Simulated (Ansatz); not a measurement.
# Debugging a calculation of VN₂

Someone meant to compute VN₂ with PBE, plane waves and PAW in Ansatz and wrote this input.

```yaml
crystal:
  lattice:
    - [-2.15075, 2.15075, 2.49135]
    - [2.15075, -2.15075, 2.49135]
    - [2.15075, 2.15075, -2.49135]
  atoms:
    - { symbol: V, position: [0.25, 0.25, 0.0] }
    - { symbol: V, position: [0.75, 0.75, 0.0] }
    - { symbol: "N", position: [0.1151, 0.6151, 0.7302] }
    - { symbol: "N", position: [0.6151, 0.8849, 0.5] }
    - { symbol: "N", position: [0.8849, 0.3849, 0.2698] }
    - { symbol: "N", position: [0.3849, 0.1151, 0.5] }
basis:
  ecutwfc: 420
kpoints:
  mp_grid: { grid: [12, 12, 12] }
hamiltonian:
  xc: pbe
scf:
  occupations: { method: gaussian, width: 0.1 }
  n_extra_bands: 0
output:
  forces: true
  stress: true
  eigenvalues: true
```

Command:

```bash
ansatz run input.yaml --threads 1 --pin off --max-ram 2560MiB --backend cpu --events-out ev --progress --plain --runs-dir out
```

The program printed:

```text
Error: inconsistent input (scf.n_extra_bands, scf.occupations.method): n_bands = 23 leaves no empty band above the 23 bands per channel that the deck's 46 electrons occupy, and the occupations search for the Fermi level (a smearing at a finite width, or tetrahedra): a level found among occupied bands alone can fill a metal as an insulator …
```

Question: Which fault does the input hold?
A. A cutoff meant in rydberg typed as eV
B. No empty bands beside a smearing
C. An unconverged density accepted at the iteration limit
D. Too few SCF iterations allowed
E. Plain mixing at a large step in a long cell

Answer: B. A smearing spreads electrons over states above the Fermi level, and these must be among the bands solved. The cure is more bands.

Mended input, as a difference:

```diff
 scf:
-  n_extra_bands: 0
```

With the mended input the run converges and gives no gap, a largest force of 0.412 eV/Å.

The mended run took 17 s on 1 thread of Intel(R) Xeon(R) Platinum 8259CL CPU @ 2.50GHz (Skylake/Cascade Lake) (shared host), peak memory 0.48 GiB.